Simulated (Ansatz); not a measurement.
# Data sheet: GeW (DFT)

GeW:
Space group Pm-3m (No. 221); a = 3.136 Å, b = 3.136 Å, c = 3.136 Å, α = 90.00°, β = 90.00°, γ = 90.00°

```
atom  site  symmetry       x       y       z
----  ----  --------  ------  ------  ------
W       1a      m-3m  0.0000  0.0000  0.0000
Ge      1b      m-3m  0.5000  0.5000  0.5000
```

Space group Pm-3m (No. 221), CsCl type; conventional cell a = 3.136 Å, b = 3.136 Å, c = 3.136 Å, α = 90.00°, β = 90.00°, γ = 90.00°.

Method: PBE in the plane-wave PAW code Ansatz. The cell and atoms are relaxed at this level. Other levels are named where they apply.

### Cell and energy

| Property | Result |
|---|---|
| Volume per atom | 15.41 Å³ |
| Density | 13.81 g/cm³ |
| Formation energy from the elements (no fitted shifts) | 0.41 eV/atom |

### Electronic structure

| Item | Result |
|---|---|
| Electronic character | metallic (no gap) |
| Density of states at the Fermi level | 1.00 states/eV per atom (mean over ±0.08 eV) |

### Mechanics

| Quantity | Value |
|---|---|
| Bulk modulus (Birch–Murnaghan fit) | 208 GPa |
| Pressure derivative B′ | 4.4 |

A made-up cell: these elements were put on the sites of a structure type; neither database checked (COD, Materials Project) lists it. Its standing as an ambient phase is unchecked. Symmetry was held in the PBE relaxation; whether a distortion lowers the energy is not shown. The run is not spin-polarised. The references are the lowest solids computed at this level, not always the standard phases. Scalar-relativistic: spin–orbit coupling is off unless named, which matters more the heavier the elements.

Potentials: the later of the program's two PAW sets.
